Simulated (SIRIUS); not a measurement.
Consider a self-consistent single point of Ta2Si (I4, 6 atoms in the cell; from Materials Project mp-2783, changed as shown).

```
Ta2Si
1.0
   -3.08777     3.08777     2.52364
    3.08777    -3.08777     2.52364
    3.08777     3.08777    -2.52364
Ta Si
4 2
Direct
  0.66359   0.83641   0.50000
  0.33641   0.16359   0.50000
  0.83641   0.33641   0.17282
  0.16359   0.66359   0.82718
  0.26585   0.26585   0.00000
  0.75000   0.75000   0.00000
```

Method: LDA (PW92), GBRV LDA ultrasoft pseudopotentials (plane waves; SIRIUS 7.12.0).

SIRIUS settings:

- parameters.ngridk = 6 6 6
- parameters.xc_functionals = [XC_LDA_X, XC_LDA_C_PW]
- parameters.gk_cutoff = 6.325 1/bohr
- parameters.pw_cutoff = 14.143 1/bohr
- parameters.smearing = fermi_dirac
- parameters.smearing_width = 0.00367493 Ha
- potentials = GBRV LDA ultrasoft pseudopotentials
- parameters.electronic_structure_method = pseudopotential
- parameters.num_bands = 36
- parameters.num_mag_dims = 0
- parameters.num_dft_iter = 100
- parameters.energy_tol = 1e-07 Ha
- parameters.density_tol = 1e-06
- mixer.type = broyden2
- mixer.beta = 0.3
- mixer.use_hartree = true

Results:

* **Number of valence electrons**: 60
* **Number of bands**: 36
* **Number of k-points after the program's reduction**: 36
* **Number of plane waves (most at a k-point)**: 2793
* **Number of SCF iterations**: 17
* **FFT grid**: 45 × 45 × 45
* **Free energy E − TS**: -7989.9242 eV
* **Fermi level (on the code's own zero)**: 17.19 eV
* **Pressure**: -8.94 GPa
* **Largest force (vector length)**: 1.047 eV/Å

Forces (eV/Å):
| atom | Fx | Fy | Fz |
|---|---|---|---|
| Ta1 | 0.243 | 0.118 | 0.170 |
| Ta2 | -0.243 | -0.118 | 0.170 |
| Ta3 | -0.118 | 0.243 | 0.170 |
| Ta4 | 0.118 | -0.243 | 0.170 |
| Si5 | 0.000 | 0.000 | -1.047 |
| Si6 | 0.000 | 0.000 | 0.368 |

Stress (GPa, positive for compression):
```
-9.51   0.00   0.00
 0.00  -9.51   0.00
 0.00   0.00  -7.80
```

For comparison: a first run was changed to give this one (atom 5 moved by +0.08 angstrom along z), and from it to this one the free energy rises by 7.0 meV/atom, the pressure goes from -9.13 to -8.94 GPa and the largest force goes from 0.082 to 1.047 eV/Å.

Forces above 1 eV/Å remain at this geometry. The structure comes from a collection of computed structures, made at another level of theory; the collection holds predicted forms beside known ones. No clean gap shows at this smearing width and mesh (spacing up to 0.27 Å⁻¹); the mesh is coarse for partly filled bands, so the values carry mesh errors.

Cost on one core: about 2.1 core-minutes (a rough figure).
